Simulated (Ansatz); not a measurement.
One crystal and one scan (scan of one atom of the cell) at two levels, PBE (plane waves to 420 eV, PAW, scalar-relativistic; Ansatz, an electronic-structure program) and r2SCAN (plane waves to 500 eV, PAW, scalar-relativistic; Ansatz), each from its own relaxed cell and on its own mesh. The cell shown is that of PBE.

Relaxed Tl (hcp, Mg type):

```
CELL_PARAMETERS angstrom
      7.21657     0.00000     0.00000
     -1.80414     3.12487     0.00000
      0.00000     0.00000     5.57421
ATOMIC_POSITIONS crystal
  Tl 0.16667 0.66667 0.75000
  Tl 0.66667 0.66667 0.75000
  Tl 0.33333 0.33333 0.25000
  Tl 0.83333 0.33333 0.25000
```

In this cell atom 1 (Tl, nearest neighbour Tl at 3.480 Å; its periodic images, 3.6 Å or more away, move with it) is moved by s along Cartesian z, unit vector (0.000, 0.000, 1.000); all other atoms and the cell stay fixed.

Energies are smeared free energies. Spin-orbit coupling is left out, though Tl is heavy. Tl was relaxed with its symmetry unable to fall. With partly filled bands, energies and forces of such displacements shift with the k mesh and the smearing. Percentages come from the unrounded values. Both scans cover s from -0.350 to 0.350 Å.

Results of PBE:

Lattice constant a (Å): 3.608
Lattice constant c (Å): 5.574
Relaxed volume (Å³/atom): 31.43
Force along the line at s = -0.350 Å (eV/Å): 0.776
Force constant k = d²E/ds² at s = 0 (finite differences) (eV/Å²): 2.12
Symmetry of the curve: even: the same for both signs
Shape of the curve: a single well with its minimum at or next to zero displacement

Task: Estimate the r2SCAN values.

Result: 
| quantity | r2SCAN | PBE − r2SCAN |
|---|---|---|
| Lattice constant a (Å) | 3.520 | +0.088 (+2.5 %) |
| Lattice constant c (Å) | 5.602 | -0.028 (-0.5 %) |
| Relaxed volume (Å³/atom) | 30.05 | +1.38 (+4.6 %) |
| Force along the line at s = -0.350 Å (eV/Å) | 0.770 | +0.006 (+0.9 %) |
| Force constant k = d²E/ds² at s = 0 (finite differences) (eV/Å²) | 2.10 | +0.02 (+1 %) |

PBE gives the higher value for: lattice constant a; relaxed volume. PBE gives the lower value for: lattice constant c. They agree on: force along the line at s = -0.350 Å (within 1.5 %); force constant k = d²E/ds² at s = 0 (within 1.5 %). Both give the same symmetry of the curve: even: the same for both signs.

(A displaced cell: forces are minus the slopes of the energy, force constants its curvatures, and phonons follow from these.)
